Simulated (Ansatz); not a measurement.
CoSi₂ (fluorite type, space group Fm-3m)

```
CELL_PARAMETERS angstrom
      0.00000     2.65610     2.65610
      2.65610     0.00000     2.65610
      2.65610     2.65610     0.00000
ATOMIC_POSITIONS crystal
  Co 0.00000 0.00000 0.00000
  Si 0.25000 0.25000 0.25000
  Si 0.75000 0.75000 0.75000
```

The slice is a {100} plane (indices of the conventional cell) through the point (0.250, 0.250, 0.250) (fractional), spanned by u = [100] and v = [0 1 -1] in vectors of this cell: u (3.76 Å) and v (3.76 Å, at 90° to u). It covers one period; positions are fractions (u, v).

Calculation: PBEsol (plane waves to 420 eV, PAW, scalar-relativistic; Ansatz, a quantum-chemistry and plane-wave program). k mesh 15×15×15. Inside the PAW spheres the values are not all-electron values, and peaks at nuclei hang on which shells count as valence. CoSi2 is run without spin polarisation. CoSi2 was relaxed with its symmetry unable to fall.

### Question
Sketch the electrostatic potential energy of an electron, from the cell's mean on this plane as a map.

### Answer
```tsv
v \ u	0.00	0.08	0.17	0.25	0.33	0.42	0.50	0.58	0.67	0.75	0.83	0.92
0.92	x	x	x	x	8.8	10.4	10.6	10.4	8.8	x	x	x
0.83	x	x	x	5.9	8.8	8.8	8.4	8.8	8.8	5.9	x	x
0.75	x	x	5.9	7.7	5.9	x	x	x	5.9	7.7	5.9	x
0.67	8.4	8.8	8.8	5.9	x	x	x	x	x	5.9	8.8	8.8
0.58	10.6	10.4	8.8	x	x	x	x	x	x	x	8.8	10.4
0.50	10.8	10.6	8.3	x	x	x	x	x	x	x	8.4	10.6
0.42	10.6	10.4	8.8	x	x	x	x	x	x	x	8.8	10.4
0.33	8.4	8.8	8.8	5.9	x	x	x	x	x	5.9	8.8	8.8
0.25	x	x	5.9	7.7	5.9	x	x	x	5.9	7.7	5.9	x
0.17	x	x	x	5.9	8.8	8.8	8.4	8.8	8.8	5.9	x	x
0.08	x	x	x	x	8.8	10.4	10.6	10.4	8.8	x	x	x
0.00	x	x	x	x	8.3	10.6	10.8	10.6	8.4	x	x	x
```

Values: electrostatic potential energy of an electron, from the cell's mean, in eV. Points within 1 Å of a nucleus are blanked (x), as the pseudised field means little there. The zero, the cell's mean, hangs on the PAW cores.
